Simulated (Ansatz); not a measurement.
SrZrO$_{3}$:
```yaml
crystal:
  lattice:
    - [-2.89774, 4.06749, 2.90682]
    - [2.89774, -4.06749, 2.90682]
    - [2.89774, 4.06749, -2.90682]
  atoms:
    - { symbol: Sr, position: [0.23813, 0.48813, 0.75000] }
    - { symbol: Sr, position: [0.76187, 0.51187, 0.25000] }
    - { symbol: Zr, position: [0.50000, 0.00000, 0.50000] }
    - { symbol: Zr, position: [0.00000, 0.00000, 0.00000] }
    - { symbol: O, position: [0.66465, 0.91465, 0.75000] }
    - { symbol: O, position: [0.33535, 0.08535, 0.25000] }
    - { symbol: O, position: [0.20278, 0.50000, 0.20278] }
    - { symbol: O, position: [0.79722, 0.50000, 0.79722] }
    - { symbol: O, position: [0.79722, 0.00000, 0.29722] }
    - { symbol: O, position: [0.20278, 0.00000, 0.70278] }
```

Relaxed with PBEsol. Special points in fractions of this cell's reciprocal vectors: Γ (0.000, 0.000, 0.000); X (0.500, -0.500, 0.500); F0 (0.377, -0.377, 0.623); Σ0 (-0.377, 0.377, 0.377); Λ0 (0.378, 0.378, -0.378); G0 (0.622, -0.378, 0.378); R (0.000, 0.500, 0.000); W (0.250, 0.250, 0.250); S (0.500, 0.000, 0.000); T (0.000, 0.000, 0.500).

### Question
List the band energies nearest the valence-band maximum at these points for DFT-PBEsol with spin–orbit coupling in the program Ansatz with PAW potentials.

### Answer
In eV from the valence-band maximum; about four levels below and three above (degenerate sets whole), none deeper than 8.9 eV; points with the same levels are listed once.

```csv
k,below,above
Γ,-0.13 -0.13 -0.06 -0.06,3.59 3.59 3.84 3.84
X,-0.23 -0.23 0.00 0.00,3.91 3.91 5.23 5.23
F0,-0.42 -0.42 -0.17 -0.17,4.46 4.46 5.32 5.32
Λ0,-0.47 -0.47 -0.14 -0.14,4.39 4.39 5.30 5.30
R,-0.16 -0.16 -0.05 -0.05,4.10 4.10 5.30 5.30
W,-0.29 -0.29 -0.28 -0.28,4.88 4.88 4.92 4.92
S,-0.27 -0.27 -0.21 -0.21,5.23 5.23 5.28 5.28 5.28 5.28
T,-0.38 -0.38 -0.38 -0.38,5.33 5.33 5.33 5.33
```

Space group Imma. The first step of the workflow began from a Materials Project structure, measured or hypothetical; the Crystallography Open Database copy checked does not list it. COD files the formula under space group No. 62, 63, 221. Whether it is the stable phase at ambient conditions was not checked. The PBEsol relaxation kept the symmetry of its start; its stability against distortions is not shown here. The run is not spin-polarised.

Potentials: the later of the program's two PAW sets.
